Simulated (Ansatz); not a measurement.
**ZrC: moving Zr off its site**

ZrC, Fm-3m, a = 4.700 Å (as given, not relaxed at this level: -4.6 GPa). Ansatz: PBEsol, PAW, 420 eV, Γ-centred 18×18×18 mesh on 2 atoms, Gaussian smearing 0.15 eV; no spin polarisation.

```
Zr C
1.0
     0.00000    2.35021    2.35021
     2.35021    0.00000    2.35021
     2.35021    2.35021    0.00000
Zr C
1 1
Direct
  0.50000 0.50000 0.50000
  0.00000 0.00000 0.00000
```

Atom 1 (Zr) moves by x along the unit vector (0.707, -0.707, 0.000), with its periodic images; all else is held. y is the free energy of the cell over the start, F the force along the path summed over the moved atoms. Symmetry makes y even in x.

| x (Å) | y (meV) | F (eV/Å) |
| --- | --- | --- |
| -0.3000 | ? | ? |
| -0.1500 | 75.0 | 0.98 |
| 0.0000 | 0.0 | 0.00 |
| 0.0375 | 4.9 | -0.26 |
| 0.0750 | 19.3 | -0.51 |
| 0.1125 | 42.7 | -0.74 |
| 0.1875 | 116.6 | -1.24 |
| 0.2250 | 167.9 | -1.51 |
| 0.2625 | 229.9 | -1.80 |

Problem. Fit y = c2 x² + c4 x⁴ to the energies of the other rows, give the force constant, and predict energy and force of the missing row.

Solution. Least squares on the rows shown. y = 3320.1 x² + 161.80 x⁴. The force constant is 2 c2 = 6.64 eV/Å², for the cell as given, at -4.6 GPa (for all images moving together, not for a lone atom). With two atoms in a cubic cell this is the optical mode at Γ (in a metal it hangs on mesh and smearing): ω = 521.5 √(2 c2/μ) = 412 cm⁻¹ for μ = 10.61 u. The force −dy/dx at the missing row is 2.01 eV/Å (computed 2.13). At x = -0.3000 the fit asked for gives 300.1 meV. The run gave 303.6 meV, so the fit is 3.5 meV too low, 1.2 % of the span of the series, against an rms of 0.5 meV on the fitted rows. The row lies outside the fitted range. With a term in x⁶ added, a fit to the same known rows predicts 306.3 meV, a smaller miss on the other side. The records add, with no proof that it causes the miss: the gap is open there and closed in the run one row down.